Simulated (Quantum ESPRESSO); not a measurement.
# Hf6Rh2: finding a planted mistake in a log

Simulated, not a measurement. The program is pw.x of Quantum ESPRESSO 7.5 (plane-wave density functional theory). The cell is made up: eight metal atoms on a hexagonal close-packed lattice, with elements, volume, strain and displacements drawn at random and not relaxed, so it may be unstable or far from any real phase. PseudoDojo standard norm-conserving files set the functional (PBE unless stated); there is no spin polarisation or spin-orbit coupling, the Fermi-Dirac width of 0.25 eV means electrons at about 2900 K, and the masses in the input are unused placeholders. Heavy elements are run without spin-orbit coupling, which real alloys of them have. A spin test at this wide smearing found no moment, but such smearing suppresses magnetism that the real alloy may have.

Intended input:

```
&control calculation='scf', pseudo_dir='./dojo.nc.sr.pbe.v0_5.standard.upf', outdir='./o', disk_io='minimal', tprnfor=.true., tstress=.true. /
&system ibrav=0, nat=8, ntyp=2, nbnd=71, ecutwfc=87.97787729, nosym=.true., tot_charge=0,
 occupations='smearing', smearing='fd', degauss=0.0183746611
/
&electrons conv_thr=1.470e-08, electron_maxstep=70, mixing_beta=0.5 /
ATOMIC_SPECIES
Hf 1.0 Hf.upf
Rh 1.0 Rh.upf
CELL_PARAMETERS angstrom
-3.1239 -0.0468 0.0104
0.017 0.0279 -5.1228
-0.1621 -10.7603 0.0592
ATOMIC_POSITIONS angstrom
Hf 0.0097 0.0324 0.0802
Hf -0.0791 -5.3088 0.0524
Hf -0.0568 -3.6582 -2.5077
Rh -0.127 -8.803 -2.5625
Hf -1.56 -2.6946 -0.0581
Hf -1.762 -8.1587 -0.0206
Rh -1.504 -0.7954 -2.6303
Hf -1.5488 -6.358 -2.5268
K_POINTS automatic
7 5 2 1 1 1
```

The log is shortened where brackets say so; the opening notice, blank lines, dates and the lines on written files are dropped, and the path of the files is cut. It prints rydbergs, bohrs and kilobars, and counts compression as positive stress. Its total energy is the free energy E - TS of the whole cell.

Log of the intended run:

```
     Program PWSCF v.7.5
     Parallel version (MPI & OpenMP), running on       4 processor cores
     Number of MPI processes:                 4
     Threads/MPI process:                     1
     [start-up lines left out]
     bravais-lattice index     =            0
     lattice parameter (alat)  =       5.9040  a.u.
     unit-cell volume          =    1161.7426 (a.u.)^3
     number of atoms/cell      =            8
     number of atomic types    =            2
     number of electrons       =       106.00
     number of Kohn-Sham states=           71
     kinetic-energy cutoff     =      87.9779  Ry
     charge density cutoff     =     351.9115  Ry
     scf convergence threshold =      1.5E-08
     mixing beta               =       0.5000
     number of iterations used =            8  plain     mixing
     Exchange-correlation= PBE
                           (   1   4   3   4   0   0   0)
     [axes and pseudopotential details left out]
   Cartesian axes
     site n.     atom                  positions (alat units)
         1        Hf     tau(   1) = (   0.0031047   0.0103704   0.0256700  )
         2        Hf     tau(   2) = (  -0.0253179  -1.6992141   0.0167719  )
         3        Hf     tau(   3) = (  -0.0181803  -1.1708983  -0.8026521  )
         4        Rh     tau(   4) = (  -0.0406495  -2.8176201  -0.8201922  )
         5        Hf     tau(   5) = (  -0.4993170  -0.8624741  -0.0185964  )
         6        Hf     tau(   6) = (  -0.5639721  -2.6113958  -0.0065935  )
         7        Rh     tau(   7) = (  -0.4813928  -0.2545876  -0.8418932  )
         8        Hf     tau(   8) = (  -0.4957321  -2.0350368  -0.8087655  )
     number of k points=    35  Fermi-Dirac smearing, width (Ry)=  0.0184
                       cart. coord. in units 2pi/alat
        k(    1) = (  -0.0705655  -0.0718638  -0.0616131), wk =   0.0571429
        k(    2) = (  -0.0727384   0.0733490  -0.0608294), wk =   0.0571429
     [further k points left out]
     Dense  grid:   129565 G-vectors     FFT dimensions: (  36,  60, 125)
     Estimated max dynamical RAM per process >     386.63 MB
     Estimated total dynamical RAM >       1.42 GB
     Initial potential from superposition of free atoms
     starting charge     105.9876, renormalised to     106.0000
     Starting wfcs are   80 randomized atomic wfcs
     total cpu time spent up to now is        4.8 secs
     per-process dynamical memory:   285.6 Mb
     Self-consistent Calculation
     iteration #  1     ecut=    87.98 Ry     beta= 0.50
     Davidson diagonalization with overlap
     ethr =  1.00E-02,  avg # of iterations =  2.7
     total cpu time spent up to now is       16.2 secs
     total energy              =   -1144.37112106 Ry
     estimated scf accuracy    <       2.78492655 Ry
     iteration #  2     ecut=    87.98 Ry     beta= 0.50
     Davidson diagonalization with overlap
     ethr =  2.63E-03,  avg # of iterations =  6.6
     total cpu time spent up to now is       32.0 secs
     total energy              =   -1141.48454575 Ry
     estimated scf accuracy    <     119.55273837 Ry
     [iterations 3 to 19 left out]
     iteration # 20     ecut=    87.98 Ry     beta= 0.50
     Davidson diagonalization with overlap
     ethr =  3.87E-11,  avg # of iterations =  3.1
     total cpu time spent up to now is      220.4 secs
     total energy              =   -1146.21462570 Ry
     estimated scf accuracy    <       0.00000002 Ry
     iteration # 21     ecut=    87.98 Ry     beta= 0.50
     Davidson diagonalization with overlap
     ethr =  2.07E-11,  avg # of iterations =  1.5
     total cpu time spent up to now is      229.6 secs
     End of self-consistent calculation
     [lines on levels left out]
!    total energy              =   -1146.21462570 Ry
     estimated scf accuracy    <          3.0E-09 Ry
     smearing contrib. (-TS)   =      -0.14423353 Ry
     internal energy E=F+TS    =   -1146.07039217 Ry
     The total energy is F=E-TS. E is the sum of the following terms:
     one-electron contribution =    -339.32972797 Ry
     hartree contribution      =     209.94776950 Ry
     xc contribution           =    -246.36853182 Ry
     ewald contribution        =    -770.31990188 Ry
     convergence has been achieved in  21 iterations
     Forces acting on atoms (cartesian axes, Ry/au):
     atom    1 type  1   force =    -0.00170201   -0.01165897    0.00499791
     atom    2 type  1   force =     0.00651279   -0.01569310   -0.00126917
     atom    3 type  1   force =     0.01084021    0.05000224   -0.01977355
     atom    4 type  2   force =    -0.00083422    0.00358787    0.00209546
     atom    5 type  1   force =    -0.01313658    0.03025614    0.01552547
     atom    6 type  1   force =    -0.00210303   -0.00953298   -0.00026206
     atom    7 type  2   force =     0.00089163   -0.01699822   -0.00062294
     atom    8 type  1   force =    -0.00046879   -0.02996297   -0.00069113
     Total force =     0.078063     Total SCF correction =     0.000263
     Computing stress (Cartesian axis) and pressure
          total   stress  (Ry/bohr**3)                   (kbar)     P=      -64.63
  -0.00023451  -0.00002091  -0.00000718          -34.50       -3.08       -1.06
  -0.00002091  -0.00038709  -0.00000215           -3.08      -56.94       -0.32
  -0.00000718  -0.00000215  -0.00069648           -1.06       -0.32     -102.46
     init_run     :      4.57s CPU      4.80s WALL (       1 calls)
     electrons    :    221.41s CPU    224.78s WALL (       1 calls)
     forces       :      2.19s CPU      2.21s WALL (       1 calls)
     stress       :      7.51s CPU      7.66s WALL (       1 calls)
     [timing details left out]
     PWSCF        :   3m55.75s CPU   3m59.56s WALL
     JOB DONE.
```

A second run was made from an input with one planted mistake. Its log:

```
     Program PWSCF v.7.5
     Parallel version (MPI & OpenMP), running on       4 processor cores
     Number of MPI processes:                 4
     Threads/MPI process:                     1
     [start-up lines left out]
     bravais-lattice index     =            0
     lattice parameter (alat)  =       5.9040  a.u.
     unit-cell volume          =    1161.7426 (a.u.)^3
     number of atoms/cell      =            8
     number of atomic types    =            2
     number of electrons       =       106.00
     number of Kohn-Sham states=           71
     kinetic-energy cutoff     =      87.9779  Ry
     charge density cutoff     =     351.9115  Ry
     scf convergence threshold =      1.5E-08
     mixing beta               =       0.5000
     number of iterations used =            8  plain     mixing
     Exchange-correlation= PBE
                           (   1   4   3   4   0   0   0)
     [axes and pseudopotential details left out]
   Cartesian axes
     site n.     atom                  positions (alat units)
         1        Rh     tau(   1) = (   0.0031047   0.0103704   0.0256700  )
         2        Hf     tau(   2) = (  -0.0253179  -1.6992141   0.0167719  )
         3        Hf     tau(   3) = (  -0.0181803  -1.1708983  -0.8026521  )
         4        Rh     tau(   4) = (  -0.0406495  -2.8176201  -0.8201922  )
         5        Hf     tau(   5) = (  -0.4993170  -0.8624741  -0.0185964  )
         6        Hf     tau(   6) = (  -0.5639721  -2.6113958  -0.0065935  )
         7        Hf     tau(   7) = (  -0.4813928  -0.2545876  -0.8418932  )
         8        Hf     tau(   8) = (  -0.4957321  -2.0350368  -0.8087655  )
     number of k points=    35  Fermi-Dirac smearing, width (Ry)=  0.0184
                       cart. coord. in units 2pi/alat
        k(    1) = (  -0.0705655  -0.0718638  -0.0616131), wk =   0.0571429
        k(    2) = (  -0.0727384   0.0733490  -0.0608294), wk =   0.0571429
     [further k points left out]
     Dense  grid:   129565 G-vectors     FFT dimensions: (  36,  60, 125)
     Estimated max dynamical RAM per process >     386.63 MB
     Estimated total dynamical RAM >       1.42 GB
     Initial potential from superposition of free atoms
     starting charge     105.9876, renormalised to     106.0000
     Starting wfcs are   80 randomized atomic wfcs
     total cpu time spent up to now is        4.8 secs
     per-process dynamical memory:   285.6 Mb
     Self-consistent Calculation
     iteration #  1     ecut=    87.98 Ry     beta= 0.50
     Davidson diagonalization with overlap
     ethr =  1.00E-02,  avg # of iterations =  2.7
     total cpu time spent up to now is       16.1 secs
     total energy              =   -1144.55723032 Ry
     estimated scf accuracy    <       2.61747315 Ry
     iteration #  2     ecut=    87.98 Ry     beta= 0.50
     Davidson diagonalization with overlap
     ethr =  2.47E-03,  avg # of iterations =  6.5
     total cpu time spent up to now is       31.6 secs
     total energy              =   -1141.80576021 Ry
     estimated scf accuracy    <     116.55254291 Ry
     [iterations 3 to 17 left out]
     iteration # 18     ecut=    87.98 Ry     beta= 0.50
     Davidson diagonalization with overlap
     ethr =  3.40E-10,  avg # of iterations =  2.0
     total cpu time spent up to now is      201.6 secs
     total energy              =   -1146.28039669 Ry
     estimated scf accuracy    <       0.00000019 Ry
     iteration # 19     ecut=    87.98 Ry     beta= 0.50
     Davidson diagonalization with overlap
     ethr =  1.77E-10,  avg # of iterations =  1.0
     total cpu time spent up to now is      210.6 secs
     End of self-consistent calculation
     [lines on levels left out]
!    total energy              =   -1146.28039670 Ry
     estimated scf accuracy    <          5.2E-09 Ry
     smearing contrib. (-TS)   =      -0.13115499 Ry
     internal energy E=F+TS    =   -1146.14924171 Ry
     The total energy is F=E-TS. E is the sum of the following terms:
     one-electron contribution =    -349.54734235 Ry
     hartree contribution      =     214.93955607 Ry
     xc contribution           =    -246.32712483 Ry
     ewald contribution        =    -765.21433061 Ry
     convergence has been achieved in  19 iterations
     Forces acting on atoms (cartesian axes, Ry/au):
     atom    1 type  2   force =     0.00088796   -0.01531125   -0.00163431
     atom    2 type  1   force =     0.00651137   -0.02246032   -0.00372625
     atom    3 type  1   force =     0.01369847    0.02194687   -0.01863765
     atom    4 type  2   force =    -0.00094700    0.00938332    0.00255912
     atom    5 type  1   force =    -0.01702743    0.04977967    0.01596458
     atom    6 type  1   force =     0.00070619   -0.07906089    0.00510283
     atom    7 type  1   force =    -0.00343954    0.06775752    0.00141794
     atom    8 type  1   force =    -0.00039002   -0.03203492   -0.00104625
     Total force =     0.129781     Total SCF correction =     0.000173
     Computing stress (Cartesian axis) and pressure
          total   stress  (Ry/bohr**3)                   (kbar)     P=      -75.16
  -0.00035751  -0.00004600  -0.00000617          -52.59       -6.77       -0.91
  -0.00004600  -0.00060988   0.00003870           -6.77      -89.72        5.69
  -0.00000617   0.00003870  -0.00056538           -0.91        5.69      -83.17
     init_run     :      4.50s CPU      4.72s WALL (       1 calls)
     electrons    :    202.09s CPU    205.79s WALL (       1 calls)
     forces       :      2.19s CPU      2.22s WALL (       1 calls)
     stress       :      7.42s CPU      7.59s WALL (       1 calls)
     [timing details left out]
     PWSCF        :   3m36.26s CPU   3m40.41s WALL
     JOB DONE.
```

Question: the log repeats what the program read. Compare it with the intended run: what was wrong in the second input?

Answer: two atoms have their elements exchanged. The input lines that differ:

```
- Hf 0.0097 0.0324 0.0802
+ Rh 0.0097 0.0324 0.0802
- Rh -1.504 -0.7954 -2.6303
+ Hf -1.504 -0.7954 -2.6303
```

|  | intended run | run with the mistake |
| --- | --- | --- |
| free energy (eV) | -15595.044 | -15595.939 |
| entropy term -TS, part of it (eV) | -1.962 | -1.784 |
| pressure (GPa) | -6.46 | -7.52 |
| size of the largest force component (eV/Å) | 1.286 | 2.033 |
| largest change of a force component (eV/Å) |  | 2.179 |
| iterations | 21 | 19 |

For scale, a rerun of the intended cell at a higher cutoff and on a denser mesh moved values by no more than 0.012 eV in energy, 0.12 GPa in stress and 0.005 eV/Å in force, and a second program with other atomic files agreed on that cell to 2 % rms in force and 0.5 GPa in pressure.